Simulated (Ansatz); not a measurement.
Nb2AlC:
```xyz
8
Lattice="3.1035 0.0000 0.0000 -1.5517 2.6877 0.0000 0.0000 0.0000 13.9453" Properties=species:S:1:pos:R:3 pbc="T T T"
Al     0.0000     1.7918    10.4590
Al     1.5517     0.8959     3.4863
Nb     0.0000     1.7918     1.2505
Nb     1.5517     0.8959    12.6948
Nb     1.5517     0.8959     8.2232
Nb     0.0000     1.7918     5.7221
C      0.0000     0.0000     0.0000
C      0.0000     0.0000     6.9726
```

Relaxed with r²SCAN.

### Question
Map the valence electron density (e/Å³), cut off at 1 on the plane through (0.333, 0.667, 0.750) spanned by u = [0, 0, 1] and v = [1, -1, 0] in lattice vectors, from plane-wave PAW r²SCAN (Ansatz code).

### Answer
x is the fraction of u, y of v (the angle between them is 90°; rows are the nearest grid lines); atoms in the plane: Al at (0.00, 0.00), Al at (0.50, 0.33), Nb at (0.34, 0.00), Nb at (0.16, 0.33), Nb at (0.84, 0.33), Nb at (0.66, 0.00), C at (0.25, 0.67), C at (0.75, 0.67).
```
|  .::.....:@@@@@@:....:@@@@@@:.....::.  |
|  .::.....:%@@@@@:....:@@@@@%:.....::.  |
|  .:......:*@@@@#......#@@@@*:......:.  |
| .......:-=+%@@#:......:#@@%+=-:....... |
|.......:-+#*+*+-........-+*+*#+-:.......|
|  .....:+@@@*-:..      ..:-*@@@+:.....  |
|    ...-#@@@#-...      ...-#@@@#-...    |
|     ..-%@@@%-..        ..-%@@@%-..     |
|     ..-@@@@@-..        ..-@@@@@-..     |
|    ...-#@@@#-...      ...-#@@@#-...    |
|    ..:-*@@@+:.....  .....:+@@@*-:..    |
|.....-+*+*#+-:............:-+#*+*+-.....|
|....:#@@%+=-:..............:-=+%@@#:....|
|....=@@@@+-:.......  .......:-+@@@@=....|
|....#@@@@*:......:.  .:......:*@@@@#....|
|...:@@@@@@:.....::.  .::.....:@@@@@@:...|
|...:@@@@@%:.....::.  .::.....:%@@@@@:...|
|...:%@@@@*:.....::.  .::.....:*@@@@%:...|
|....=@@@@-:..:::::....:::::..:-@@@@=....|
|....-%@@*::::++-:......:-++::::*@@%-....|
|....:-++::::*@@%-......-%@@*::::++-:....|
|  .::.....:*@@@@%:....:%@@@@*:.....::.  |
|  .::.....:%@@@@@:....:@@@@@%:.....::.  |
|  .::.....:@@@@@@:....:@@@@@@:.....::.  |
```
Scale: ten equal steps from 0.058 (start of ' ') to 1.00 (end of '@'), in the order ' .:-=+*#%@'; x runs from 0.000 to 1.00, y from 0.000 (bottom) to 1.00 (top).

The density is the valence pseudo-density with augmentation charge, so density and ELF within about 1 Å of a nucleus are not all-electron values.

Space group P6_3/mmc. The first step of the workflow began from a Materials Project structure, measured or hypothetical; the Crystallography Open Database copy checked does not list it. Its standing as an ambient phase is unchecked. The r²SCAN relaxation kept the symmetry of its start; whether a distortion lowers the energy is not shown. The run is not spin-polarised.

Potentials: the later of the program's two PAW sets.
